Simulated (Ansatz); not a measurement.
Ansatz (an electronic-structure program) input:

Ansatz 0.2 input:
```yaml
crystal:
  lattice:
    - [-2.5168533521, 2.5168533521, 3.7037354821]
    - [2.5168533521, -2.5168533521, 3.7037354821]
    - [2.5168533521, 2.5168533521, -3.7037354821]
  atoms:
    - { symbol: Al, position: [0.0, 0.0, 0.0] }
    - { symbol: P, position: [0.75, 0.25, 0.5] }
    - { symbol: O, position: [0.9661293601, 0.5984776023, 0.8290226265] }
    - { symbol: O, position: [0.4015223977, 0.2305450243, 0.3676517578] }
    - { symbol: O, position: [0.7694549757, 0.1371067336, 0.1709773735] }
    - { symbol: O, position: [0.8628932664, 0.0338706399, 0.6323482422] }
kpoints:
  mp_grid: { grid: [5, 5, 5] }
hamiltonian:
  xc: hse06
  pseudopotentials: { kind: paw }
scf:
  n_extra_bands: 6
  occupations: { method: fixed }
output:
  eigenvalues: true
  eigenstates:
    e_range: [-9.0, 16.6]
    kpoints:
      - [0.0, 0.0, 0.0]  # VBM
      - [0.0, 0.0, 0.0]  # CBM
```

Output (shortened):

```
Pseudopotential: Al, paw, valence charge 3
Pseudopotential: P, paw, valence charge 5
Pseudopotential: O, paw, valence charge 6
Functional definition: HSE06
davidson cushion auto → on  (no smearing: the cushion is to keep the highest requested band from converging to the state above it …
Crystal: 6 atoms, lattice volume = 93.846 Å³
Basis set: ecut = 420 eV, 1857 PW (Γ)
Bands: 22, of which v1, the nominal top of the filled ones, is band 16 counted from 1 (15 counted from 0)
Symmetry: 4 space group operations
Space group: I-4 (ITA 82), of the structure as read, at distance tolerance 4.5e-5 Å
k-points: 21 of 125 (time reversal used)
SCF iter   1: F=—  HF=-3568.821492 eV  |F-HF|=—  |Δ(HF+E_count)|=         —  Δρ=1.28e-3  dr2=8.06e-4  ethr=1.77e-3  ⟨swp⟩=2.0  Hψ=3619  notcnv=0
preconditioner: auto → none
SCF iter   2: F=-3568.823173 eV  HF=-3568.822782 eV  |F-HF|=3.91e-4  |Δ(HF+E_count)|=   1.29e-3  Δρ=6.49e-4  dr2=1.78e-4  ethr=2.52e-6  ⟨swp⟩=4.2  Hψ=1590  notcnv=0  defer=1
SCF 1 stopped early in 2 iterations: F = -3568.823173 eV  dr2 = 1.78e-4
Crystal: 6 atoms, lattice volume = 93.846 Å³
Exchange kernel: α = 0.2500, screened, ω = 0.2079 Å⁻¹, Wigner–Seitz truncation, v(0) = 1046.8147 eV·Å³, q-mesh 5×5×5, nearest image of the exchange supercell L …
Frozen-core exchange: fock
SCF iter   1: F=—  HF=-3569.386725 eV  |F-HF|=—  |Δ(HF+E_count)|=         —  Δρ=6.55e-3  dr2=2.94e-2  ethr=5.57e-6  ⟨swp⟩=8.0  Hψ=2563  notcnv=0
preconditioner: auto → none
SCF iter   2: F=—  HF=-3569.377315 eV  |F-HF|=—  |Δ(HF+E_count)|=   9.41e-3  Δρ=3.52e-3  dr2=4.65e-3  ethr=5.57e-6  ⟨swp⟩=4.0  Hψ=1710  notcnv=0
SCF iter   3: F=—  HF=-3569.386898 eV  |F-HF|=—  |Δ(HF+E_count)|=   9.58e-3  Δρ=1.56e-3  dr2=1.92e-3  ethr=5.57e-6  ⟨swp⟩=4.2  Hψ=1473  notcnv=0
iter 4 solved again at ethr=9.22e-8 eV; its pass at ethr=5.57e-6 eV (dr2=2.95e-5 eV) is discarded
SCF iter   4: F=—  HF=-3569.386267 eV  |F-HF|=—  |Δ(HF+E_count)|=   6.31e-4  Δρ=2.20e-4  dr2=4.46e-5  ethr=9.22e-8  ⟨swp⟩=4.0  Hψ=2562  notcnv=0
SCF iter   5: F=—  HF=-3569.386415 eV  |F-HF|=—  |Δ(HF+E_count)|=   1.47e-4  Δρ=2.17e-4  dr2=3.75e-5  ethr=8.05e-8  ⟨swp⟩=5.2  Hψ=1583  notcnv=0
SCF iter   6: F=-3569.386402 eV  HF=-3569.386404 eV  |F-HF|=1.38e-6  |Δ(HF+E_count)|=   1.10e-5  Δρ=4.82e-5  dr2=2.69e-6  ethr=8.05e-8  ⟨swp⟩=3.0  Hψ=1453  notcnv=0
SCF 2 stopped early in 6 iterations: F = -3569.386402 eV  dr2 = 2.69e-6
hybrid outer 1: dexx = +1.161e-2 eV, tail = 2.06e-5 eV
Crystal: 6 atoms, lattice volume = 93.846 Å³
Exchange kernel: α = 0.2500, screened, ω = 0.2079 Å⁻¹, Wigner–Seitz truncation, v(0) = 1046.8147 eV·Å³, q-mesh 5×5×5, nearest image of the exchange supercell L …
Frozen-core exchange: fock
SCF iter   1: F=—  HF=-3569.386523 eV  |F-HF|=—  |Δ(HF+E_count)|=         —  Δρ=3.84e-5  dr2=4.84e-7  ethr=3.21e-7  ⟨swp⟩=4.9  Hψ=1171  notcnv=0
preconditioner: auto → none
SCF iter   2: F=—  HF=-3569.386524 eV  |F-HF|=—  |Δ(HF+E_count)|=   4.23e-7  Δρ=1.96e-5  dr2=2.08e-7  ethr=1.21e-9  ⟨swp⟩=4.9  Hψ=1871  notcnv=0
SCF iter   3: F=-3569.386523 eV  HF=-3569.386523 eV  |F-HF|=9.39e-9  |Δ(HF+E_count)|=   4.75e-8  Δρ=6.40e-6  dr2=4.21e-8  ethr=5.59e-10  ⟨swp⟩=2.1  Hψ=1031  notcnv=0
SCF 3 converged in 3 iterations: F = -3569.386523 eV  dr2 = 4.21e-8
hybrid outer 2: dexx = +2.563e-7 eV, tail = 9.05e-8 eV, Δε = 1.02e-3 eV (about 8.04e-5 eV left of the loop's levels)
NSCF: frozen V_eff on 2 k-points
hybrid SCF converged: 2 outer / 9 inner (+2 warm-up), last move |dexx| = 2.56e-7 eV, tail = 9.05e-8 eV
Stability not checked (fock_operator)
Free energy (F): -3569.386524 eV
Frozen-core exchange: fock
Harris-Foulkes:  -3569.386524 eV  (|F-HF|=9.39e-9)
Internal energy: -3569.386524 eV  (E = F + TS)
E sigma→0 (E₀):  -3569.386524 eV
Fermi energy:    -0.919706 eV
--- Per-component energies (eV) ---
  E_band       = -262.392057
  E_kinetic    = 820.900525
  E_local      = -2461.241009  (includes V_loc(G=0)·N_el)
  E_nonlocal   = 227.264811
  E_hartree    = 920.412047
  E_xc         = -321.555698
  E_vxc        = -375.442068  (∫ρ·V_xc dr)
  E_exx        = -92.287162  (= α·E_x^exact, valence–valence)
  E_paw        = -1659.372271  (= ΣΔE_a)
  E_vpaw       = -130.132522  (= ΣTr[D̂ρ^β])
  E_aug_tail   = 0.010066  (compensation charges beyond the density's cutoff)
  E_ewald      = -1003.290694
  E_core_change = -0.227140  (= ΣΔE_core)
  E_smearing   =  0.000000  (= −TS)
  E_closure    =  0.000000  (closes the sum)
  Σ components = -3569.386524   (vs F -3569.386524, Δ=4.55e-13)
  [band-id]    e_kinetic+e_local+e_nonlocal+2·e_hartree+e_vxc+2·e_exx+e_vpaw+e_augmentation_tail = -262.390426   (vs E_band -262.392057, Δ=1.63e-3)
--- Band table (eV; the first three rows and the last of 21) ---
  k-point 0: bands = ["-22.5420", "-19.7751", "-19.7751", "-19.7034", "-10.4057", "-6.7661", "-6.7661", "-6.5069", "-3.6500", "-3.2264", "-2.6357", "-2.6357", "-2.5830", "-1.5659", "-0.9197", "-0.9197", "6.6453", "9.8320", "11.6157", "11.6157", "11.6385", "12.9171"]
  k-point 1: bands = ["-22.4620", "-19.9180", "-19.7813", "-19.7198", "-10.0661", "-7.0443", "-6.5922", "-6.3608", "-3.7083", "-3.1209", "-3.0250", "-2.7464", "-2.6657", "-1.4845", "-1.0311", "-0.9936", "7.4295", "10.2543", "10.7411", "11.3402", "12.1563", "12.6235"]
  k-point 2: bands = ["-22.3143", "-20.1622", "-19.7881", "-19.7504", "-9.3059", "-7.6717", "-6.2568", "-6.1806", "-3.7664", "-3.5471", "-3.1016", "-3.0454", "-2.5588", "-1.4378", "-1.2005", "-1.1442", "9.0794", "10.3490", "10.7956", "11.3111", "11.9697", "12.1431"]
  k-point 20: bands = ["-22.2847", "-20.1745", "-19.8013", "-19.7922", "-9.0294", "-7.5679", "-6.3101", "-6.2140", "-3.7470", "-3.5822", "-3.2823", "-2.9308", "-2.7302", "-1.7624", "-1.2867", "-1.1489", "9.6743", "10.1154", "10.5044", "11.0595", "12.0847", "12.4788"]
```

Cost: about 90 core-seconds (a rough figure) on shared cores.

The points marked VBM and CBM come from a semilocal run.

The first step of the workflow began from a Materials Project structure, measured or hypothetical; the Crystallography Open Database files this formula in space group No. 82, but the cells were not matched. Its standing as an ambient phase is unchecked. The PBEsol relaxation kept the symmetry of its start; its stability against distortions is not shown here.

Potentials: the later of the program's two PAW sets.

Ansatz is a plane-wave DFT program.
